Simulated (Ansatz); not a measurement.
Data:

Ta2N:
```
Ta2N
1.0
    5.26420     0.00000     0.00000
   -2.63210     4.55893     0.00000
    0.00000     0.00000     4.91126
Ta N
6 3
Direct
  0.66704   0.66704   0.75262
  0.33296   0.33296   0.24738
  0.33296   0.00000   0.75262
  0.66704   0.00000   0.24738
  0.00000   0.33296   0.75262
  0.00000   0.66704   0.24738
  0.66667   0.33333   0.50000
  0.33333   0.66667   0.50000
  0.00000   0.00000   0.00000
```

This is the PBEsol-relaxed structure.

### Question
All from the program Ansatz at the PBEsol level (PAW), unless another level is named. Estimate the electronic character.

### Answer
metallic (no gap).

### Question
What about the density of states at the Fermi level?

### Answer
0.32 states/eV per atom (mean over ±0.08 eV).

### Question
What about the formation energy from the elements (no fitted shifts)?

### Answer
-1.06 eV/atom.

### Question
Predict the gap with spin–orbit coupling.

### Answer
none (metallic).

Space group P-31m. The first step of the workflow began from a Materials Project structure, measured or hypothetical; the Crystallography Open Database copy checked does not list it. Whether it is the stable phase at ambient conditions was not checked. Symmetry was held in the PBEsol relaxation; whether a distortion lowers the energy is not shown. No spin polarisation was allowed. With an odd number of electrons in the cell and no spin polarisation, the count alone makes it a metal. The references are the lowest solids computed at this level, not always the standard phases (solids in place of the gases). Spin–orbit coupling is left out wherever it is not named.

Potentials: the earlier of the program's two PAW sets. The files were generated under PBE; for other functionals the program regenerates the frozen cores, and for LDA and PBEsol the local potential too.
